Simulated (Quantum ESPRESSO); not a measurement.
# InAl2GaAs4: convergence and cost over cutoff and k mesh

Simulated, not a measurement. The program is pw.x of Quantum ESPRESSO 7.5 (plane-wave density functional theory). The cell is made up: 8 atoms on a zincblende/diamond lattice, with randomly drawn elements, strain and displacements, not relaxed. PseudoDojo standard norm-conserving files (v0.5 for PBE, v0.4.1 for LDA and PBEsol) set the functional; there is no spin polarisation, spin-orbit coupling or dispersion term, and the masses in the input are unused placeholders.

Input of the run in row 4:

```
&control calculation='scf', pseudo_dir='./dojo.nc.sr.pbe.v0_5.standard.upf', outdir='./o', disk_io='medium', tprnfor=.true., tstress=.true. /
&system ibrav=0, nat=8, ntyp=4, nbnd=52, ecutwfc=84.00895049, nosym=.true., tot_charge=0,
 occupations='smearing', smearing='fd', degauss=0.0018374661
/
&electrons conv_thr=7.350e-09, electron_maxstep=60, /
ATOMIC_SPECIES
Al 1.0 Al.upf
As 1.0 As.upf
Ga 1.0 Ga.upf
In 1.0 In.upf
CELL_PARAMETERS angstrom
5.6927 0.0 0.0
0.0 5.6927 0.0
0.0 0.0 5.6927
ATOMIC_POSITIONS angstrom
In 0.0315 0.0376 0.0269
Al 0.0165 2.8128 2.8688
Ga 2.8749 0.0885 2.8617
Al 2.8843 2.8094 0.0382
As 1.4164 1.3163 1.3927
As 1.3591 4.2797 4.226
As 4.2958 1.4129 4.3093
As 4.2713 4.2904 1.3915
K_POINTS automatic
4 4 4 1 1 1
```

The same cell was run at these settings. Meshes are shifted by half a step, and differences are from the last row, which is itself not exact.

```
cutoff (eV)     k mesh  k points solved  threshold (eV)  free energy less the last row's (eV)  pressure (GPa)  largest stress difference (GPa)  largest force difference (eV/Å)  iterations  wall time (s)  k-point pools              processor
        800  2 x 2 x 2                4           1e-04                                11.069          -75.03                            82.58                            0.074           7             60              1  AMD EPYC, Zen 5 class
       1143  2 x 2 x 2                4           1e-07                                 0.516            7.84                             0.32                            0.034          11            125              1  AMD EPYC, Zen 5 class
        769  4 x 4 x 4               32           1e-07                                17.415         -115.31                           122.84                            0.018          11            323              1  AMD EPYC, Zen 5 class
       1143  4 x 4 x 4               32           1e-07                                 0.011            7.52                             0.00                            0.001          11            763              1  AMD EPYC, Zen 5 class
       1437  6 x 6 x 6              108           1e-07                                 0.000            7.52                             0.00                            0.000          11           2562              1  AMD EPYC, Zen 5 class
```

Each pool is one process. Wall times include start-up and a band step at six k points, which weighs most on the coarsest meshes. The runs were on shared virtual cores whose load varied, so times are rough.